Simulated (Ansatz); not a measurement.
The cell below belongs to a search over invented structures; it isn't taken from experiment.

Input and command of a plane-wave DFT calculation in Ansatz:

```yaml
crystal:
  lattice:
    - [-2.4148386193, 2.4148386193, 4.7672172441]
    - [2.4148386193, -2.4148386193, 4.7672172441]
    - [2.4148386193, 2.4148386193, -4.7672172441]
  atoms:
    - { symbol: Sb, position: [0.25, 0.75, 0.5] }
    - { symbol: Sb, position: [0.75, 0.25, 0.5] }
    - { symbol: Bi, position: [0.0, 0.0, 0.0] }
    - { symbol: O, position: [0.2658577863, 0.2658577863, 0.0] }
    - { symbol: O, position: [0.7341422137, 0.7341422137, 0.0] }
basis:
  ecutwfc: 420
kpoints:
  mp_grid: { grid: [12, 12, 12] }
hamiltonian:
  xc: pbe
scf:
  occupations: { method: gaussian, width: 0.1 }
output:
  forces: true
  stress: true
  eigenvalues: true
relax:
  adjacent_minimum: "off"
  f_tol: 0.01
  max_steps: 80
  cell: { stress_tol: 0.05 }
```

```bash
ansatz run input.yaml --threads 1 --pin off --max-ram 2560MiB --backend cpu --events-out ev --progress --plain --runs-dir out
```

Processor: Intel(R) Xeon(R) Processor @ 2.50GHz (Skylake/Cascade Lake), 1 thread, on a host shared with other jobs.

Question: How long does it run, and how much memory does it take?

Answer: About 8.4 min, peak memory 0.77 GiB. It solves 35 bands at 163 k points (after reduction by symmetry) with about 2117 plane waves (on the last cell), in 34 SCF iterations over 7 ionic steps.
